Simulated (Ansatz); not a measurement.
Consider the following.

BP:
```
CELL_PARAMETERS angstrom
      6.21054     0.00000     0.00000
      0.00000     3.19282     0.00000
      0.00000     0.00000     5.32554
ATOMIC_POSITIONS crystal
  B  0.16200 0.25000 0.39839
  B  0.33800 0.75000 0.89839
  B  0.83800 0.75000 0.60161
  B  0.66200 0.25000 0.10161
  P  0.83857 0.25000 0.39305
  P  0.66143 0.75000 0.89305
  P  0.16143 0.75000 0.60695
  P  0.33857 0.25000 0.10695
```

This is the LDA-relaxed structure. Tensor components refer to the Cartesian frame of this cell.

### Question
All from LDA in the plane-wave PAW code Ansatz, unless another level is named. Give the electronic dielectric constant ε∞ (DFPT).

### Answer
8.90 (xx), 8.84 (yy), 7.98 (zz).

### Question
Give the Born charges (a third of the trace).

### Answer
B -0.49, P +0.49 e.

### Question
Give the static dielectric constant ε0 (ions relaxed, cell fixed).

### Answer
9.14 (xx), 8.97 (yy), 8.14 (zz).

Space group Pnma. The start of the workflow was typed in or built on a structure type; neither database checked (COD, Materials Project) lists it. It is not the phase usual at ambient conditions (space group No. 216). Symmetry was held in the LDA relaxation; its stability against distortions is not shown here. The volume moved by 22 % from the start of the relaxation.

Potentials: the earlier of the program's two PAW sets. The files were generated under PBE; for other functionals the program regenerates the frozen cores, and for LDA and PBEsol the local potential too.
